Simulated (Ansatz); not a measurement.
A geometry of ZnSiP2 away from equilibrium: the start of the relaxation of a relaxed ZnSiP2 cell, doubled along one cell vector, shaken by Gaussian noise of σ = 0.08 Å a coordinate. Calculation: r2SCAN (plane waves to 500 eV, PAW, scalar-relativistic; Ansatz, a program for electronic structure). Γ-centred k-mesh 6×3×5 on the run's cell (coarser than for final values), Fermi–Dirac smearing 0.05 eV.

```xyz
8
Lattice="4.4537 0.0000 0.0000 -4.4537 7.7141 0.0000 0.0000 0.0000 4.5704" Properties=species:S:1:pos:R:3:forces:R:3 pbc="T T T" free_energy=-10958.724 pressure_GPa=0.6
P      2.2218     1.2229     2.3030    0.2560    0.4288    0.1992
P     -0.2035     5.0666     2.1612   -0.3502    0.1152    0.5155
P      0.0471     0.0147     2.1699   -0.0072   -0.0625   -0.3275
P     -2.1295     3.9054     2.3379   -0.3106    0.0279    0.1887
Si     2.1730     1.3043     0.0360   -0.1827    0.2289   -0.1521
Si     0.0977     5.1072    -0.0499    0.8144    0.1058   -0.6936
Zn     0.0082     2.5384     2.3964    0.0558   -0.2058    0.2058
Zn    -2.2008     6.5590     2.2792   -0.2756   -0.6383    0.0639
```

Positions in Å, forces in eV/Å, free energy of the cell in eV (comparable only within this code, potentials and settings). Largest force: 1.07 eV/Å, on Si6 (atoms numbered as listed); the geometry lies 0.93 eV/atom above the end of its relaxation.

No spin polarisation in the result.

The end of the path is a generated cell of ZnSiP2: the first start was made by a random draw of sites in a space group, and the end was not matched to a known phase here, so it may be hypothetical.
